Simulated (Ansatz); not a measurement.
ZnSe (zinc blende)

```xyz
2
Lattice="0.0000 2.8327 2.8327 2.8327 0.0000 2.8327 2.8327 2.8327 0.0000" Properties=species:S:1:pos:R:3 pbc="T T T"
Se     4.2491     4.2491     4.2491
Zn     0.0000     0.0000     0.0000
```

Scan: atom 2 (Zn, nearest neighbour Se at 2.453 Å; its periodic images, 4.0 Å or more away, move with it) is displaced along Cartesian z, direction (0.000, 0.000, 1.000) in Cartesian axes, by s. The other atoms stay.

All values below come from r2SCAN (plane waves to 500 eV, PAW, scalar-relativistic; Ansatz, an electronic-structure program). k mesh 8×8×8 (Γ-centred), Fermi-Dirac smearing 0.05 eV. The energy includes the smearing's −TS. ZnSe was relaxed with its symmetry unable to fall. ΔE is measured from the undisplaced structure.

```tsv
s (Å)	ΔE (meV/cell)
-0.250	withheld
-0.200	108.7
-0.150	61.4
-0.100	27.4
-0.050	6.9
0.000	0.0
0.050	6.9
0.100	27.4
0.150	61.4
0.200	108.7
0.250	withheld
```

Problem. Fit an even polynomial form (powers 2, 4) to the given rows and predict ΔE at s = -0.250.

Solution. Least squares on the 9 given rows: ΔE = (2746)·s² + (-709.0)·s⁴, in meV/cell with s in Å; root-mean-square residual 0.02 meV/cell. At -0.250 the fit gives 168.9 meV/cell; the calculation gives 168.8 meV/cell, so the extrapolation is off by 0.1 (+0.1 %). The quadratic term alone would give 171.6 meV/cell.

(For displaced atoms, the force is minus the slope of the energy, and its curvature is a force constant, which sets phonon frequencies.)
